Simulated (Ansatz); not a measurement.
**Sm (alpha)**

Computed with Ansatz (plane waves, PAW, 420 eV cutoff): PBEsol, scalar-relativistic, collinear spin, Γ-centred 14×14×14 mesh, 0.05 eV Gaussian smearing. The datasets are Ansatz's generated set soft_2.

```xyz
3
Lattice="1.8388 1.0616 8.9420 -1.8388 1.0616 8.9420 0.0000 -2.1232 8.9420" Properties=species:S:1:pos:R:3 pbc="T T T"
Sm    0.0000    0.0000    0.0000
Sm    0.0000    0.0000    5.9651
Sm    0.0000    0.0000   20.8608
```

Magnetic state: ferromagnetic, site spin moments Sm 6.13, 6.12 μB.

Q: Which orbitals carry the states at the Fermi level, and how many states are there?

A: Within 0.1 eV of it: Sm 4f 89 %, Sm 5d 10 % (shares among the projected shells). The Fermi level sits on a steep edge: the density of states is 28.3, 37.2 and 10.1 states/eV per cell at −0.1, 0 and +0.1 eV.

Density of states (tetrahedra, averaged over 0.3 eV; states/eV per cell of 3 atoms; energy in eV from the Fermi level; projections on Löwdin-orthogonalised atomic orbitals, summed over sites):

```tsv
E	total	Sm 4f up	Sm 5d up	Sm 5d down	Sm 6s	Sm 4f down
-4.60	0.0	0.0	0.0	0.0	0.0	0.0
-4.30	0.1	0.0	0.0	0.0	0.1	0.0
-4.00	0.1	0.0	0.0	0.0	0.1	0.0
-3.70	0.2	0.0	0.0	0.0	0.1	0.0
-3.40	0.2	0.0	0.0	0.0	0.2	0.0
-3.10	0.4	0.0	0.0	0.0	0.3	0.0
-2.80	0.5	0.0	0.1	0.0	0.4	0.0
-2.50	0.6	0.0	0.1	0.0	0.4	0.0
-2.20	0.9	0.0	0.3	0.0	0.5	0.0
-1.90	1.8	0.0	1.0	0.0	0.6	0.0
-1.60	2.1	0.1	1.2	0.1	0.6	0.0
-1.30	2.5	0.2	1.6	0.1	0.5	0.0
-1.00	2.8	0.4	1.5	0.3	0.5	0.0
-0.70	5.3	1.4	2.1	1.1	0.5	0.0
-0.40	36.5	32.1	2.3	1.3	0.5	0.0
-0.10	32.6	29.5	1.0	1.5	0.4	0.0
0.20	6.9	3.8	1.3	1.5	0.2	0.0
0.50	4.6	1.0	1.8	1.4	0.2	0.0
0.80	4.9	0.5	1.8	2.1	0.2	0.1
1.10	4.6	0.3	2.0	1.9	0.2	0.1
1.40	5.8	0.2	2.7	2.0	0.3	0.2
1.70	4.7	0.1	2.0	1.8	0.3	0.3
2.00	5.5	0.1	2.3	2.0	0.3	0.4
```

No spin–orbit coupling, a notable omission for heavy elements. The run wasn't fully tested for a lower electronic state. Site moments are of spin, integrated over atomic spheres. Real Sm metal is trivalent (4f⁵); functionals without U can leave it nearly divalent and too large.

The open shells may stand above their lowest state, and forces and pressures are less sure for it.
